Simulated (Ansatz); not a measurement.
A relaxed cell of Sb (R-3m (No. 166)), relaxed on a k-mesh at least as fine as the one used below. Level of theory: r2SCAN (plane waves to 500 eV, PAW, scalar-relativistic; Ansatz, an electronic-structure program). Γ-centred k-mesh 9×9×9 on the run's cell (coarser than for final values), Fermi–Dirac smearing 0.05 eV.

```
CELL_PARAMETERS angstrom
      2.17052     1.25315     3.87073
     -2.17052     1.25315     3.87073
      0.00000    -2.50630     3.87073
ATOMIC_POSITIONS crystal
  Sb 0.23139 0.23139 0.23139
  Sb 0.76861 0.76861 0.76861
```

The atoms are displaced by (Å):

```
atom      ux      uy      uz
----  ------  ------  ------
Sb1   -0.088  -0.132  -0.078
Sb2    0.274  -0.453   0.211
```

Task: What forces (eV/Å) and pressure result?

Result: 
```
atom     Fx     Fy     Fz
----  -----  -----  -----
Sb1    4.43  -2.72   3.93
Sb2   -4.43   2.72  -3.93
```

Pressure +12.2 GPa.

Task: Estimate the energy cost of the displacement in the harmonic approximation and compare with the calculation.

Result: For a harmonic well ΔE = −½ Σ F·u = 1.805 eV a cell, or 903 meV/atom. The calculated energy relative to the undisplaced cell is +0.65 eV/atom, so anharmonic terms matter at this amplitude.

No spin polarisation in the result.

The run that gave the undisplaced cell could not lose the symmetry of its start; a randomly shaken copy of 2 atoms returns to this structure.
